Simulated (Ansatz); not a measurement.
## ³³S NMR of the central transition in WS2 at a changed volume

Cell: a structure deposited in the COD, relaxed with PBE at fixed cell and then changed (volume scaled by 0.96, ions relaxed).

```cif
data_WS2
_symmetry_space_group_name_H-M 'P6_3/mmc'
_symmetry_Int_Tables_number 194
_cell_length_a 3.1106
_cell_length_b 3.1106
_cell_length_c 12.1565
_cell_angle_alpha 90.000
_cell_angle_beta 90.000
_cell_angle_gamma 120.000
loop_
_atom_site_label
_atom_site_type_symbol
_atom_site_symmetry_multiplicity
_atom_site_Wyckoff_symbol
_atom_site_fract_x
_atom_site_fract_y
_atom_site_fract_z
W W 2 c 0.3333 0.6667 0.2500
S S 4 f 0.3333 0.6667 0.6193
```

One atom of each set is listed.

Level of theory: DFT, PBE, plane waves and PAW, scalar-relativistic, collinear spin, 420 eV cutoff, Γ-centred 16×16×4 k-points, Fermi–Dirac smearing 0.02 eV (Ansatz 0.2.0). Start moments as typed (μB): 2 on each W, none on the rest.

³³S has I = 3/2 and Q = -69.40 mb (Pyykkö 2018); at 14.1 T its Larmor frequency is ν₀ = 46.1 MHz. Only the quadrupole interaction is simulated: positions count from each site's isotropic chemical shift, and shift anisotropy, dipolar and J coupling are left out.

Simulated pattern of one S site (static powder, Gaussian broadening 4 kHz):

```csv
offset (kHz),height
-82.5,0
-78.2,19
-73.9,100
-69.7,67
-65.4,49
-61.2,40
-56.9,36
-52.6,33
-48.4,31
-44.1,29
-39.9,28
-35.6,27
-31.4,26
-27.1,25
-22.8,25
-18.6,25
-14.3,24
-10.1,24
-5.8,24
-1.5,23
2.7,19
7.0,20
11.2,21
15.5,22
19.7,23
24.0,25
28.3,29
32.5,34
36.8,48
41.0,71
45.3,14
49.6,0
```

Q: Which |C_Q| and η does the pattern imply?

A: The pattern spans 117 kHz before broadening and its centre of gravity is at -22.6 kHz, which fixes P_Q; the places of the horns and steps fix η. That gives P_Q = 6.45 MHz, |C_Q| = 6.45 MHz and η = 0.00. The sign of C_Q can't be read from the pattern.

An axis of threefold or higher order runs through S, so V_zz lies along it and η is zero.

Without spin–orbit coupling the gradients at and beside W can be off by some per cent, at some sites by more. At this changed cell the PBE pressure is 8 GPa. The start moments die out, and the run ends without spin.
